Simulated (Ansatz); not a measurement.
A geometry of In away from equilibrium: step 2 of the relaxation of a generated trial cell of In in the black-P structure type. Method: r2SCAN (plane waves to 500 eV, PAW, scalar-relativistic; Ansatz, a quantum-chemistry and plane-wave program). Γ-centred k-mesh 8×8×6 on the run's cell (coarser than for final values), Fermi–Dirac smearing 0.05 eV.

```yaml
crystal:
  lattice:
    - [2.05647, -6.39048, 0.00000]
    - [2.05647, 6.39048, 0.00000]
    - [0.00000, 0.00000, 5.36099]
  atoms:
    - { symbol: In, position: [0.38697, 0.61303, 0.55642] }
    - { symbol: In, position: [0.61303, 0.38697, 0.44358] }
    - { symbol: In, position: [0.88697, 0.11303, 0.94358] }
    - { symbol: In, position: [0.11303, 0.88697, 0.05642] }
```

Question: What forces act on the atoms (eV/Å)?

Answer: 
| atom | Fx | Fy | Fz |
|---|---|---|---|
| In1 | 0.00 | 0.42 | -0.65 |
| In2 | 0.00 | -0.42 | 0.65 |
| In3 | 0.00 | 0.42 | 0.65 |
| In4 | 0.00 | -0.42 | -0.65 |

Question: What is the pressure?

Answer: -1.6 GPa, compression positive.

No spin polarisation in the result.

The run could not lose the symmetry of its start: the end is stationary, and may be a saddle point rather than a minimum.

The end of the path is a generated cell of In: the first start was made by placing the elements on the sites of a structure type, and the end was not matched to a known phase here, so it may be hypothetical. A known form of In has the same space group; whether the sites agree was not checked.
